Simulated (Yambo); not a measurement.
```xyz
4
Lattice="3.8977 0.0000 0.0000 0.0000 3.8977 0.0000 0.0000 0.0000 3.8977" Properties=species:S:1:pos:R:3 pbc="T T T"
Ti     0.0000     0.0000     0.0000
Pd     0.0000     1.9488     1.9488
Pd     1.9488     0.0000     1.9488
Pd     1.9488     1.9488     0.0000
```

The geometry is that of Materials Project entry mp-636328, symmetrised and not relaxed again.

Task: Where are the main features of Im ε from RPA with local fields on PBEsol bands (Yambo; 8×8×8 mesh, 101 bands, 4 Ry local-field block, 0.25 eV broadening; field along x)?

Result: Peaks at 1.8 eV (42), heights in brackets. Only interband transitions are included: the Drude term is missing, so nothing below about 0.6 eV and no real part is shown. Peak heights and small wiggles depend on the k mesh. 

Spin-orbit coupling is not included.
